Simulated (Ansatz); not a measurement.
A plane-wave DFT run in Ansatz 0.2.0 (scalar-relativistic PAW potentials unless the input names others): input and command.

```yaml
crystal:
  lattice:
    - [0.0, 3.9263022928, 3.9263022928]
    - [3.9263022928, 0.0, 3.9263022928]
    - [3.9263022928, 3.9263022928, 0.0]
  atoms:
    - { symbol: Sn, position: [0.0, 0.0, 0.0] }
    - { symbol: Bi, position: [0.25, 0.25, 0.25] }
    - { symbol: Bi, position: [0.75, 0.75, 0.75] }
    - { symbol: Bi, position: [0.5, 0.5, 0.5] }
basis:
  ecutwfc: 500
kpoints:
  mp_grid: { grid: [10, 10, 10] }
hamiltonian:
  xc: lda+u
scf:
  occupations: { method: gaussian, width: 0.1 }
  max_iter: 100
output:
  forces: true
  eigenvalues: true
  stress: true
```

```bash
ansatz run input.yaml --threads 1 --pin off --max-ram 2560MiB --backend cpu --events-out ev --progress --plain --runs-dir out
```

Task: Will this input run?

Result: The program refuses it, because of an unknown functional (hamiltonian.xc: "r2scan" → "lda+u"). With the sound run's settings it is accepted.

Abridged log:
```
Error: YAML parse error: error: line 16 column 7: hamiltonian.xc: unknown variant `lda+u`, expected one of `lda`, `lda-pw`, `pw92`, `pbe`, `pbesol`, `rpbe`, `revpbe`, `blyp`, `pbe0`, `revpbe0`, `b3lyp`, `b3lyp5`, `hse06`, `wpbeh`, `hiss`, `lc_wpbe`, `cam_b3lyp`, `hf`, `r2scan`, `r2scanh`, `r2scan0`, `r2scan50`, `mr2scan`
  --> <input>:16:7
   |
14 |   mp_grid: { grid: [10, 10, 10] }
15 | hamiltonian:
16 |   xc: lda+u
   |       ^ hamiltonian.xc: unknown variant `lda+u`, expected one of `lda`, `lda-pw`, `pw92`, `pbe`, `pbesol`, `rpbe`, `revpbe`, `blyp`, `pbe0`, `revpbe0`, `b3lyp`, `b3lyp5`, `hse06`, `wpbeh`, `hiss`, `lc_wpbe`, `cam_b3lyp`, `hf`, `r2scan`, `r2scanh`, `r2scan0`, `r2scan50`, `mr2scan`
17 | scf:
18 |   occupations: { method: gaussian, width: 0.1 }
   |
```